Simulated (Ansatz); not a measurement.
InAs (rock salt, Fm-3m) at seven volumes, the program Ansatz at the PBEsol level (PAW), scaled uniformly. One row is withheld.

```tsv
V (Å³/atom)	P (GPa)
20.535	?
21.212	5.14
21.889	2.36
22.566	0.00
23.243	-1.98
23.920	-3.64
24.596	-5.02
```

Problem. Fit the shown pressures and predict the withheld one.

Solution. P = (3/2)B₀(x^(7/2) − x^(5/2))[1 + (3/4)(B′ − 4)(x − 1)] with x = (V₀/V)^(2/3). Least squares on the six rows gives V₀ = 22.566 Å³/atom, B₀ = 71.7 GPa, B′ = 4.79. At V = 20.535, x = 1.0649 and P = 8.48 GPa. The run itself gave 8.48 GPa.

A made-up cell: these elements were put on the sites of a structure type; the Crystallography Open Database copy checked does not list it. It is not the phase usual at ambient conditions (space group No. 216). The cell was relaxed with PBEsol under the symmetry of its start; of distortions, only those at the zone centre were tested.

Potentials: the later of the program's two PAW sets.
